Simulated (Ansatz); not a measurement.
What moves the field gradients of SiO₂?

Cell of run 1: an entry of the Crystallography Open Database (COD), taken as it stands.

Space group P4_12_12 (No. 92); a = 4.9640, c = 6.9200 Å.

| site | Wyckoff | site symmetry | x | y | z |
| --- | --- | --- | --- | --- | --- |
| Si | 4a | ..2 | 0.3000 | 0.3000 | 0.0000 |
| O | 8b | 1 | 0.2450 | 0.1000 | 0.1750 |

One atom of each set is listed.

Relaxed positions (PBE, cell held):

Si (0.3059, 0.3059, 0.0000)
O (0.2366, 0.1180, 0.1858)

All runs are DFT with Ansatz 0.2.0 (plane waves and PAW, scalar-relativistic unless spin–orbit coupling is named, Γ-centred meshes, Fermi–Dirac smearing where given) in this cell.

Run 1: PBE, atoms as given; 420 eV, 5×5×4 k-points, smearing 0.02 eV.
Run 2: PBE, atoms relaxed; 420 eV, 5×5×4 k-points, smearing 0.02 eV.
Run 3: r2SCAN, at the relaxed atoms; 500 eV, 5×5×4 k-points, smearing 0.02 eV.

```
run   Si V_zz (η)   O V_zz (η)
  1  -0.58 (0.04)  8.92 (0.11)
  2  -0.40 (0.73)  9.41 (0.20)
  3             ?            ?
```

V_zz in 10²¹ V/m².

(1) Estimate the row of run 3.

## Answers

(1) Si: -0.39 (0.67); O: 9.29 (0.20). It lies nearest to run 2, from whose tensors on these sites it differs by 0.13 at most (largest principal value of the difference, on O). Taken one at a time, the positions of the atoms (as given or relaxed) move the tensors on these sites by up to 0.78 (largest principal value of the change, on O), the functional (r2SCAN with its higher cutoff) by 0.13 (O).

In runs 1, 3 the atoms aren't at the calculated equilibrium (largest force 0.81, 0.30 eV/Å). The cell isn't the equilibrium one in run 1 (calculated pressure 11 GPa), and the entry's cell may itself be off.
